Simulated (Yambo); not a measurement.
Data:

```
BaTiO3
1.0
    3.98333     0.00000     0.00000
    0.00000     2.86259     2.87534
    0.00000    -2.86259     2.87534
O Ti Ba
3 1 1
Cartesian
  1.99166   1.39431   4.22612
  1.99166  -1.39431   4.22612
  0.00000   0.00000   2.80748
  1.99166   0.00000   2.98173
  0.00000   0.00000   0.01961
```

Workflow: PBEsol (Quantum ESPRESSO, PseudoDojo norm-conserving, 84 Ry, no spin-orbit coupling), then G0W0 in Yambo (4×4×4 Γ-centred k mesh, bands 2 to 128 and a 8 Ry block in the screening, 128 bands in G with the Bruneval-Gonze terminator, plasmon pole fitted at 27.2 eV).

Give the PBEsol and G0W0 gaps between the band edges found on this mesh, and say where the edges lie.

Edges: (-0.5, -0.5, -0.5) → Γ. PBEsol: 2.17 eV; G0W0: 3.79 eV. Nearest settings tried, and what they do to the gap: 84 bands in G: -16 meV; 52 bands in W, 52 bands in G: +8 meV; 3 Ry block (37 vectors against 175): +366 meV. Not varied: mesh. So the settings aren't converged at that level. 

Geometry of the Materials Project entry, not relaxed at this level.

This is not the ordinary phase of the substance.
